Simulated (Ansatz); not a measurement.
ZnSe in space group P4/nmm (No. 129; Zn on 2c, Se on 2a) at seven volumes, r²SCAN+D4 (plane waves, PAW; program Ansatz), shape and atoms relaxed at each. One row is withheld.

| V (Å³/atom) | P (GPa) |
|---|---|
| 23.671 | 1.61 |
| 24.451 | 0.95 |
| 25.231 | 0.39 |
| 26.012 | 0.00 |
| 26.792 | ? |
| 27.572 | -0.48 |
| 28.353 | -0.61 |

Fit the shown pressures and predict the withheld one.

P = (3/2)B₀(x^(7/2) − x^(5/2))[1 + (3/4)(B′ − 4)(x − 1)] with x = (V₀/V)^(2/3). Least squares on the six rows gives V₀ = 26.029 Å³/atom, B₀ = 11.1 GPa, B′ = 9.58. At V = 26.792, x = 0.9809 and P = -0.28 GPa. The run itself gave -0.30 GPa.

A made-up cell: these elements were put on the sites of a structure type; the Crystallography Open Database copy checked does not list it. It is not the phase usual at ambient conditions (space group No. 216). Symmetry was held in the r²SCAN+D4 relaxation; whether a distortion lowers the energy is not shown.

Potentials: the later of the program's two PAW sets.
